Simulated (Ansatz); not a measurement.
## CdSiN2, first-principles data

CdSiN₂:
```
CELL_PARAMETERS angstrom
      1.43905     0.83083     5.91155
     -1.43905     0.83083     5.91155
      0.00000    -1.66167     5.91155
ATOMIC_POSITIONS crystal
  Cd 0.50000 0.50000 0.50000
  Si 0.00000 0.00000 0.00000
  N  0.61421 0.61421 0.61421
  N  0.38579 0.38579 0.38579
```

Space group R-3m (No. 166); conventional cell a = b = 2.8781 Å, c = 17.7346 Å, α = β = 90.00°, γ = 120.00°.

Method: DFT-LDA in the program Ansatz with PAW potentials. Geometry: relaxed at this level of theory. Other levels are named where they apply.

### Cell and energy

```json
{
  "volume_per_atom": "10.60 Å³",
  "density": "6.60 g/cm³",
  "Formation energy from the elements (no fitted shifts)": "-0.43 eV/atom"
}
```

### Electronic structure

```json
{
 "electronic_character": "metallic (no gap)",
 "Density of states at the Fermi level": "0.08 states/eV per atom (mean over ±0.08 eV)"
}
```

### Mechanics

```json
{
  "Bulk modulus (Birch–Murnaghan fit)": "200 GPa",
  "Pressure derivative B′": "4.2"
}
```

### Phonons

```json
{
 "highest_zone_centre_frequency": "809 cm⁻¹",
 "zone_centre_stability": "no imaginary mode at Γ"
}
```

The start of the workflow was typed in or built on a structure type; neither database checked (COD, Materials Project) lists it. Whether it is the stable phase at ambient conditions was not checked. The LDA relaxation kept the symmetry of its start. The volume moved by -46 % from the start of the relaxation. As this level gives no gap, phonon frequencies hold no LO–TO term and depend on the k-mesh and smearing (Fermi–Dirac, 0.1 eV here). The references are the lowest solids computed at this level, not always the standard phases (solids in place of the gases). Scalar-relativistic: spin–orbit coupling is off unless named, which matters more the heavier the elements.

Potentials: the later of the program's two PAW sets.
